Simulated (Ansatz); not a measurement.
MoRu (rock salt, Fm-3m) at seven volumes, PBEsol (plane waves, PAW; program Ansatz), scaled uniformly. One row is withheld.

```
V (Å³/atom)  P (GPa)
-----------  -------
14.590         27.35
15.071         16.73
15.552          7.70
16.033          0.01
16.514         -6.54
16.995             ?
17.476        -16.83
```

### Question
Fit the shown pressures and predict the withheld one.

### Answer
Third-order Birch–Murnaghan: P = (3/2)B₀(x^(7/2) − x^(5/2))[1 + (3/4)(B′ − 4)(x − 1)] with x = (V₀/V)^(2/3). Least squares on the six rows gives V₀ = 16.034 Å³/atom, B₀ = 235.8 GPa, B′ = 4.37. At V = 16.995, x = 0.9619 and P = -12.09 GPa. The run itself gave -12.10 GPa.

The start of the workflow was typed in or built on a structure type; neither database checked (COD, Materials Project) lists it. Its standing as an ambient phase is unchecked. The cell was relaxed with PBEsol under the symmetry of its start. At this level the phase is mechanically unstable. No spin polarisation was allowed. Its formation energy is positive at this level, so the cell may be metastable or incomplete.

Potentials: the earlier of the program's two PAW sets. The files were generated under PBE; for other functionals the program regenerates the frozen cores, and for LDA and PBEsol the local potential too.
